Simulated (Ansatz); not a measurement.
SrTe (rock salt, Fm-3m), PBEsol in the plane-wave PAW code Ansatz. The conduction-band minimum lies at X, with 3 equivalent valleys. Second derivatives d²E/dk² of the lowest band at one valley (eV·Å²), along Cartesian directions:

```
direction  d²E/dk²
---------  -------
[100]        5.954
[010]        31.37
[001]        31.37
[110]        18.67
[101]        18.67
[011]        31.34
```

Q: Find the principal effective masses, the density-of-states mass and the conductivity mass.

A: Off-diagonal terms follow from H_xy = H[110] − (H_xx + H_yy)/2, and m*/mₑ = 7.620 eV·Å² over each eigenvalue: 0.24, 0.24, 1.3. One valley's DOS mass (m₁m₂m₃)^(1/3) = 0.42, conductivity mass 3/(Σ 1/mᵢ) = 0.33 mₑ.

Q: What effective density of states Nc follows at 300 K for parabolic valleys?

A: Nc = 2.509e19 × 3 × (0.42)^(3/2) ≈ 2.0e19 cm⁻³.

Symmetry was held in the PBEsol relaxation. Spin–orbit coupling is left out wherever it is not named.

Potentials: the later of the program's two PAW sets.

Edges and masses are those of Kohn–Sham bands, whose gap is no quasiparticle gap.
